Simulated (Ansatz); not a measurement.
**Vibrational response of TiCo₃**

Method: Ansatz 0.2.0, DFT LDA, scalar-relativistic, plane waves, PAW. Cutoff 420 eV, 12×12×12 k-points (Γ-centred), Fermi-Dirac smearing of 0.15 eV. No spin polarisation. Phonons by linear response, acoustic sum rule imposed.

Relaxed structure:
```
Ti Co
1.0
     3.49422    0.00000    0.00000
     0.00000    3.49422    0.00000
     0.00000    0.00000    3.49422
Ti Co
1 3
Direct
  0.00000 0.00000 0.00000
  0.00000 0.50000 0.50000
  0.50000 0.00000 0.50000
  0.50000 0.50000 0.00000
```

In a metal, frequencies and elastic constants depend on the k mesh and the smearing, soft modes and shear constants most. Spin polarisation was left out, and a magnetic state may lie lower.

Optical modes at Γ; i marks an imaginary frequency:
```json
{"frequency (meV)": "25.5", "degeneracy": "3"}
{"frequency (meV)": "28.5", "degeneracy": "3"}
{"frequency (meV)": "36.9", "degeneracy": "3"}
```

All 9 optical modes at Γ are real: no displacement of atoms at fixed cell lowers the energy to second order. Strains and modes at other wave vectors aren't tested by this run.

Cost: 1 run of about 4.8 core-minutes, on Arm Neoverse V1 (shared hosts).